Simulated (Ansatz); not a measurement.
KTaO3 (cubic perovskite)

```xyz
5
Lattice="3.9842 0.0000 0.0000 0.0000 3.9842 0.0000 0.0000 0.0000 3.9842" Properties=species:S:1:pos:R:3 pbc="T T T"
K      0.0000     0.0000     0.0000
Ta     1.9921     1.9921     1.9921
O      0.0000     1.9921     1.9921
O      1.9921     1.9921     0.0000
O      1.9921     0.0000     1.9921
```

Grid over V/V₀ and (c/a)/(c/a)₀, subscript 0 meaning the relaxed cell; the conventional c axis lies along z; no internal relaxation.

All values below come from PBEsol (plane waves to 420 eV, PAW, scalar-relativistic; Ansatz, a quantum-chemistry and plane-wave program). k mesh 8×8×8 (Γ-centred), Fermi-Dirac smearing 0.05 eV. Energies are smeared free energies. KTaO3 is run without spin polarisation. KTaO3 was relaxed with its symmetry unable to fall. Spin-orbit coupling is left out, though Ta is heavy. The PAW data are Ansatz's earlier set. The zero of ΔE is the relaxed starting cell.

Predict the ΔE (eV/atom) at all points of the grid V/V₀ = 0.920, 0.960, 1.000, 1.040, 1.080 by (c/a)/(c/a)₀ = 0.880, 0.940, 1.000, 1.060, 1.120.

ΔE (eV/atom), with V/V₀ across and (c/a)/(c/a)₀ down:

| (c/a)/(c/a)₀ \ V/V₀ | 0.920 | 0.960 | 1.000 | 1.040 | 1.080 |
|---|---|---|---|---|---|
| 0.880 | 0.2931 | 0.2223 | 0.1860 | 0.1778 | 0.1922 |
| 0.940 | 0.1110 | 0.0593 | 0.0404 | 0.0478 | 0.0763 |
| 1.000 | 0.0598 | 0.0138 | 0.0000 | 0.0120 | 0.0447 |
| 1.060 | 0.1010 | 0.0502 | 0.0320 | 0.0401 | 0.0693 |
| 1.120 | 0.2104 | 0.1465 | 0.1166 | 0.1141 | 0.1338 |

(A scan under strain: stresses follow from slopes of the energy per volume, elastic moduli from its curvatures.)
